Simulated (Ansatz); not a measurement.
## BiAu: from a first guess to the relaxed zincblende type

First guess:

```
CELL_PARAMETERS angstrom
0.00000 3.21951 3.21951
3.21951 0.00000 3.21951
3.21951 3.21951 0.00000
ATOMIC_POSITIONS crystal
Au 0.00000 0.00000 0.00000
Bi 0.25000 0.25000 0.25000
```

Theory: DFT, PBE, PAW with Ansatz's default frozen-core files, scalar-relativistic in Ansatz 0.2.0.

Cell and atoms relax within the symmetry of the start on a 11×11×11 k mesh with 0.05 eV Fermi–Dirac smearing.

The start is built from a prototype, known or not as a phase of this compound; the cutoff is 420 eV.

Spin–orbit coupling is left out, though it moves levels of the heavy atoms by tenths of an eV or more.

**Question.** What is the pressure of the first guess?

**Answer.** 0.40 GPa.

**Question.** What does it relax to?

**Answer.** a = 6.457 Å, b = 6.457 Å, c = 6.457 Å, α = 90.00°, β = 90.00°, γ = 90.00° (conventional cell), 33.65 Å³ per atom:
Space group F-43m (No. 216). a = 6.457 Å, b = 6.457 Å, c = 6.457 Å, α = 90.00°, β = 90.00°, γ = 90.00°
| atom | site | symmetry | x | y | z |
| --- | --- | --- | --- | --- | --- |
| Au | 4a | -43m | 0.0000 | 0.0000 | 0.0000 |
| Bi | 4d | -43m | 0.2500 | 0.2500 | 0.7500 |

**Question.** How much energy does the relaxation release?

**Answer.** 0 meV/atom.
